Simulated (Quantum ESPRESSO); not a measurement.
# TaZrNbO6F2: one run as intended and one with a planted mistake

A calculation, not a measurement. The program is pw.x of Quantum ESPRESSO 7.5 (plane-wave density functional theory). The cell is made up: 11 atoms on a fluorite lattice with one site empty, with randomly drawn elements, strain and displacements, not relaxed. PseudoDojo standard norm-conserving files (v0.5 for PBE, v0.4.1 for LDA and PBEsol) set the functional; there is no spin polarisation, spin-orbit coupling or dispersion term, and the masses in the input are unused placeholders.

Intended input:

```
&control calculation='scf', pseudo_dir='./dojo.nc.sr.pbe.v0_5.standard.upf', outdir='./o', disk_io='low', tprnfor=.true., tstress=.true. /
&system ibrav=0, nat=11, ntyp=5, nbnd=50, ecutwfc=84.00895049, nosym=.true., tot_charge=0,
 occupations='smearing', smearing='fd', degauss=0.0018374661
/
&electrons conv_thr=7.350e-09, electron_maxstep=60, /
ATOMIC_SPECIES
F 1.0 F.upf
Nb 1.0 Nb.upf
O 1.0 O.upf
Ta 1.0 Ta.upf
Zr 1.0 Zr.upf
CELL_PARAMETERS angstrom
5.1838 0.0 0.0
0.0 5.1838 0.0
0.0 0.0 5.1838
ATOMIC_POSITIONS angstrom
Ta 0.2069 2.6175 2.5507
Zr 2.5459 0.0734 2.7686
Nb 2.6715 2.6902 0.0036
O 1.3166 1.5096 1.4664
O 1.1802 1.172 3.872
O 1.2475 3.7509 1.3578
O 1.2505 3.7469 3.9749
F 3.7927 1.2645 1.2492
F 3.8913 1.1482 3.9142
O 3.8784 3.8413 1.3491
O 3.7826 3.8709 3.8227
K_POINTS automatic
4 4 4 1 1 1
```

The log is shortened where brackets say so; the opening notice, blank lines, dates and the lines on written files are dropped, and the path of the files is cut. It prints rydbergs, bohrs and kilobars, and counts compression as positive stress. Where no state is partly filled, the Fermi energy that it prints is only some level between the filled and the empty states on the mesh, and need not lie in the true gap.

Log of the intended run:

```
     Program PWSCF v.7.5
     Parallel version (MPI & OpenMP), running on       4 processor cores
     Number of MPI processes:                 4
     Threads/MPI process:                     1
     [start-up lines left out]
     bravais-lattice index     =            0
     lattice parameter (alat)  =       9.7960  a.u.
     unit-cell volume          =     940.0291 (a.u.)^3
     number of atoms/cell      =           11
     number of atomic types    =            5
     number of electrons       =        88.00
     number of Kohn-Sham states=           50
     kinetic-energy cutoff     =      84.0090  Ry
     charge density cutoff     =     336.0358  Ry
     scf convergence threshold =      7.3E-09
     mixing beta               =       0.7000
     number of iterations used =            8  plain     mixing
     Exchange-correlation= PBE
                           (   1   4   3   4   0   0   0)
     [axes and pseudopotential details left out]
   Cartesian axes
     site n.     atom                  positions (alat units)
         1        Ta     tau(   1) = (   0.0399128   0.5049385   0.4920522  )
         2        Zr     tau(   2) = (   0.4911262   0.0141595   0.5340870  )
         3        Nb     tau(   3) = (   0.5153555   0.5189629   0.0006945  )
         4        O      tau(   4) = (   0.2539836   0.2912149   0.2828813  )
         5        O      tau(   5) = (   0.2276708   0.2260890   0.7469424  )
         6        O      tau(   6) = (   0.2406536   0.7235812   0.2619314  )
         7        O      tau(   7) = (   0.2412323   0.7228095   0.7667927  )
         8        F      tau(   8) = (   0.7316447   0.2439330   0.2409815  )
         9        F      tau(   9) = (   0.7506655   0.2214977   0.7550831  )
        10        O      tau(  10) = (   0.7481770   0.7410201   0.2602531  )
        11        O      tau(  11) = (   0.7296964   0.7467302   0.7374320  )
     number of k points=    32  Fermi-Dirac smearing, width (Ry)=  0.0018
                       cart. coord. in units 2pi/alat
        k(    1) = (   0.1250000   0.1250000   0.1250000), wk =   0.0625000
        k(    2) = (   0.1250000   0.1250000   0.3750000), wk =   0.0625000
     [further k points left out]
     Dense  grid:    97569 G-vectors     FFT dimensions: (  60,  60,  60)
     Estimated max dynamical RAM per process >     238.87 MB
     Estimated total dynamical RAM >     884.01 MB
     Initial potential from superposition of free atoms
     starting charge      87.9944, renormalised to      88.0000
     Starting wfcs are   62 randomized atomic wfcs
     total cpu time spent up to now is        4.4 secs
     per-process dynamical memory:   161.7 Mb
     Self-consistent Calculation
     iteration #  1     ecut=    84.01 Ry     beta= 0.70
     Davidson diagonalization with overlap
     ethr =  1.00E-02,  avg # of iterations =  2.0
     total cpu time spent up to now is       10.3 secs
     total energy              =    -650.56987191 Ry
     estimated scf accuracy    <       5.99832275 Ry
     iteration #  2     ecut=    84.01 Ry     beta= 0.70
     Davidson diagonalization with overlap
     ethr =  6.82E-03,  avg # of iterations =  6.0
     total cpu time spent up to now is       20.5 secs
     total energy              =    -646.31412463 Ry
     estimated scf accuracy    <      51.57377918 Ry
     [iterations 3 to 17 left out]
     iteration # 18     ecut=    84.01 Ry     beta= 0.70
     Davidson diagonalization with overlap
     ethr =  5.06E-11,  avg # of iterations =  4.2
     total cpu time spent up to now is      133.2 secs
     total energy              =    -653.82439192 Ry
     estimated scf accuracy    <          9.3E-09 Ry
     iteration # 19     ecut=    84.01 Ry     beta= 0.70
     Davidson diagonalization with overlap
     ethr =  1.06E-11,  avg # of iterations =  2.2
     total cpu time spent up to now is      139.1 secs
     End of self-consistent calculation
     [lines on levels left out]
     the Fermi energy is     9.2317 ev
!    total energy              =    -653.82439192 Ry
     estimated scf accuracy    <          5.1E-09 Ry
     smearing contrib. (-TS)   =      -0.00000000 Ry
     internal energy E=F+TS    =    -653.82439192 Ry
     The total energy is F=E-TS. E is the sum of the following terms:
     one-electron contribution =    -205.20804675 Ry
     hartree contribution      =     147.67260789 Ry
     xc contribution           =    -147.23232306 Ry
     ewald contribution        =    -449.05663000 Ry
     convergence has been achieved in  19 iterations
     Forces acting on atoms (cartesian axes, Ry/au):
     atom    1 type  4   force =     0.09839347    0.08010883    0.00273227
     atom    2 type  5   force =    -0.08441229   -0.08473766   -0.01848243
     atom    3 type  2   force =    -0.04369517    0.17094329    0.03094752
     atom    4 type  3   force =     0.02425985   -0.05504996   -0.02129415
     atom    5 type  3   force =     0.05251314    0.04989941   -0.01262197
     atom    6 type  3   force =     0.03566514    0.04375434    0.02407471
     atom    7 type  3   force =     0.02892307   -0.06363201   -0.02928880
     atom    8 type  1   force =     0.00186441    0.01039963    0.01909856
     atom    9 type  1   force =    -0.01271459    0.06036327   -0.00003585
     atom   10 type  3   force =    -0.05589147   -0.11000831   -0.03593159
     atom   11 type  3   force =    -0.04490556   -0.10204084    0.04080173
     Total force =     0.341648     Total SCF correction =     0.000135
     Computing stress (Cartesian axis) and pressure
          total   stress  (Ry/bohr**3)                   (kbar)     P=     -160.87
  -0.00124885   0.00012764  -0.00013582         -183.71       18.78      -19.98
   0.00012764  -0.00079079   0.00007304           18.78     -116.33       10.74
  -0.00013582   0.00007304  -0.00124107          -19.98       10.74     -182.57
     init_run     :      3.95s CPU      4.13s WALL (       1 calls)
     electrons    :    134.32s CPU    134.78s WALL (       1 calls)
     forces       :      1.34s CPU      1.35s WALL (       1 calls)
     stress       :      4.57s CPU      4.70s WALL (       1 calls)
     [timing details left out]
     PWSCF        :   2m24.45s CPU   2m25.29s WALL
     JOB DONE.
```

A second run has one planted mistake: the plane-wave cutoff is too low. The input lines that differ, file-writing options aside:

```
- &system ibrav=0, nat=11, ntyp=5, nbnd=50, ecutwfc=84.00895049, nosym=.true., tot_charge=0,
+ &system ibrav=0, nat=11, ntyp=5, nbnd=50, ecutwfc=60.63638159, nosym=.true., tot_charge=0,
```

Its log:

```
     Program PWSCF v.7.5
     Parallel version (MPI & OpenMP), running on       4 processor cores
     Number of MPI processes:                 4
     Threads/MPI process:                     1
     [start-up lines left out]
     bravais-lattice index     =            0
     lattice parameter (alat)  =       9.7960  a.u.
     unit-cell volume          =     940.0291 (a.u.)^3
     number of atoms/cell      =           11
     number of atomic types    =            5
     number of electrons       =        88.00
     number of Kohn-Sham states=           50
     kinetic-energy cutoff     =      60.6364  Ry
     charge density cutoff     =     242.5455  Ry
     scf convergence threshold =      7.3E-09
     mixing beta               =       0.7000
     number of iterations used =            8  plain     mixing
     Exchange-correlation= PBE
                           (   1   4   3   4   0   0   0)
     [axes and pseudopotential details left out]
   Cartesian axes
     site n.     atom                  positions (alat units)
         1        Ta     tau(   1) = (   0.0399128   0.5049385   0.4920522  )
         2        Zr     tau(   2) = (   0.4911262   0.0141595   0.5340870  )
         3        Nb     tau(   3) = (   0.5153555   0.5189629   0.0006945  )
         4        O      tau(   4) = (   0.2539836   0.2912149   0.2828813  )
         5        O      tau(   5) = (   0.2276708   0.2260890   0.7469424  )
         6        O      tau(   6) = (   0.2406536   0.7235812   0.2619314  )
         7        O      tau(   7) = (   0.2412323   0.7228095   0.7667927  )
         8        F      tau(   8) = (   0.7316447   0.2439330   0.2409815  )
         9        F      tau(   9) = (   0.7506655   0.2214977   0.7550831  )
        10        O      tau(  10) = (   0.7481770   0.7410201   0.2602531  )
        11        O      tau(  11) = (   0.7296964   0.7467302   0.7374320  )
     number of k points=    32  Fermi-Dirac smearing, width (Ry)=  0.0018
                       cart. coord. in units 2pi/alat
        k(    1) = (   0.1250000   0.1250000   0.1250000), wk =   0.0625000
        k(    2) = (   0.1250000   0.1250000   0.3750000), wk =   0.0625000
     [further k points left out]
     Dense  grid:    60005 G-vectors     FFT dimensions: (  50,  50,  50)
     Estimated max dynamical RAM per process >     150.46 MB
     Estimated total dynamical RAM >     557.89 MB
     Check: negative core charge=   -0.000028
     Initial potential from superposition of free atoms
     starting charge      87.9944, renormalised to      88.0000
     Starting wfcs are   62 randomized atomic wfcs
     total cpu time spent up to now is        2.4 secs
     per-process dynamical memory:   102.1 Mb
     Self-consistent Calculation
     iteration #  1     ecut=    60.64 Ry     beta= 0.70
     Davidson diagonalization with overlap
     ethr =  1.00E-02,  avg # of iterations =  2.0
     total cpu time spent up to now is        5.9 secs
     total energy              =    -650.53913949 Ry
     estimated scf accuracy    <       5.92054845 Ry
     iteration #  2     ecut=    60.64 Ry     beta= 0.70
     Davidson diagonalization with overlap
     ethr =  6.73E-03,  avg # of iterations =  6.0
     total cpu time spent up to now is       11.8 secs
     total energy              =    -646.30980370 Ry
     estimated scf accuracy    <      51.03573562 Ry
     [iterations 3 to 16 left out]
     iteration # 17     ecut=    60.64 Ry     beta= 0.70
     Davidson diagonalization with overlap
     ethr =  2.72E-10,  avg # of iterations =  2.0
     total cpu time spent up to now is       73.5 secs
     total energy              =    -653.74534455 Ry
     estimated scf accuracy    <       0.00000008 Ry
     iteration # 18     ecut=    60.64 Ry     beta= 0.70
     Davidson diagonalization with overlap
     ethr =  9.02E-11,  avg # of iterations =  3.8
     total cpu time spent up to now is       77.7 secs
     End of self-consistent calculation
     [lines on levels left out]
     the Fermi energy is     9.2345 ev
!    total energy              =    -653.74534457 Ry
     estimated scf accuracy    <          4.9E-09 Ry
     smearing contrib. (-TS)   =      -0.00000000 Ry
     internal energy E=F+TS    =    -653.74534457 Ry
     The total energy is F=E-TS. E is the sum of the following terms:
     one-electron contribution =    -205.05942535 Ry
     hartree contribution      =     147.56788561 Ry
     xc contribution           =    -147.19717483 Ry
     ewald contribution        =    -449.05663000 Ry
     convergence has been achieved in  18 iterations
     Forces acting on atoms (cartesian axes, Ry/au):
     atom    1 type  4   force =     0.09835572    0.08008162    0.00265833
     atom    2 type  5   force =    -0.08445648   -0.08471299   -0.01864979
     atom    3 type  2   force =    -0.04379820    0.17031280    0.03135733
     atom    4 type  3   force =     0.02488312   -0.05544450   -0.02104993
     atom    5 type  3   force =     0.05187875    0.04984052   -0.01269475
     atom    6 type  3   force =     0.03545163    0.04425832    0.02373882
     atom    7 type  3   force =     0.02910028   -0.06348269   -0.02924031
     atom    8 type  1   force =     0.00131238    0.01052494    0.01877630
     atom    9 type  1   force =    -0.01223999    0.06004337    0.00066336
     atom   10 type  3   force =    -0.05559020   -0.10991287   -0.03547805
     atom   11 type  3   force =    -0.04489700   -0.10150852    0.03991868
     Total force =     0.340891     Total SCF correction =     0.000148
     Computing stress (Cartesian axis) and pressure
          total   stress  (Ry/bohr**3)                   (kbar)     P=     -255.94
  -0.00189544   0.00012838  -0.00013396         -278.83       18.89      -19.71
   0.00012838  -0.00143787   0.00007260           18.89     -211.52       10.68
  -0.00013396   0.00007260  -0.00188623          -19.71       10.68     -277.47
     init_run     :      2.18s CPU      2.27s WALL (       1 calls)
     electrons    :     75.01s CPU     75.29s WALL (       1 calls)
     forces       :      0.84s CPU      0.85s WALL (       1 calls)
     stress       :      2.73s CPU      2.73s WALL (       1 calls)
     [timing details left out]
     PWSCF        :   1m20.93s CPU   1m21.35s WALL
     JOB DONE.
```

```
                                            intended run  run with the mistake
                          free energy (eV)     -8895.734             -8894.659
                    smearing term -TS (eV)        0.0000                0.0000
                            pressure (GPa)        -16.09                -25.59
            largest force component (eV/Å)         4.395                 4.379
largest change of a force component (eV/Å)                               0.023
                                iterations            19                    18
```

For scale, a rerun of the intended cell at 1467 eV and a 6 x 6 x 6 mesh moved values by no more than 0.002 eV in energy, 0.05 GPa in stress and 0.005 eV/Å in force.